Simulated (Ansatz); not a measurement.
# What DFT gives for SrCu$_{2}$Sb$_{2}$

```yaml
crystal:
  lattice:
    - [2.23775, 3.87590, 0.00000]
    - [-2.23775, 3.87590, 0.00000]
    - [0.00000, 0.00000, 7.67399]
  atoms:
    - { symbol: Cu, position: [0.33330, 0.33340, 0.63110] }
    - { symbol: Cu, position: [0.66670, 0.66660, 0.36890] }
    - { symbol: Sr, position: [0.00000, 0.00000, 0.00000] }
    - { symbol: Sb, position: [0.33330, 0.33340, 0.26880] }
    - { symbol: Sb, position: [0.66670, 0.66660, 0.73120] }
```

Level: r2SCAN, no spin polarisation; 500 eV; 9×9×5 Γ-centred mesh; fermi-dirac occupations (width 0.1 eV); Ansatz 0.2.0, fixed geometry.

Task: Metal or insulator?

Result: It is a metal, with about 4.1 states/eV a cell as the mean within 0.25 eV of the Fermi level, mostly Sb p (69 %) and Cu d (20 %).

Task: Is it stable against the elements?

Result: -0.29 eV an atom against the elements' usual phases (free molecules for gases, crystals otherwise, with no correction for O₂ or N₂), so it is bound against them; other compounds may still compete. Relaxing would lower it.

Task: What do density and ELF say about some of the short contacts?

Result: Cu–Sb at 2.70 Å: least valence density 0.31 e/Å³ and ELF 0.36 there. Sr–Sb at 3.31 Å: least valence density 0.12 e/Å³ and ELF 0.10 there. Sr–Cu at 3.83 Å: least valence density 0.06 e/Å³ and ELF 0.06 there. Both are smooth PAW fields, read partly inside the augmentation spheres.

Task: Which element gives electrons and which takes them?

Result: Bader charges in e: Sr +1.39, Cu +0.07, Sb -0.77. In the mean Sr gives up most and Sb takes most.

Origin: a known structure type with other elements, at an estimated volume, so it need not be a known compound.
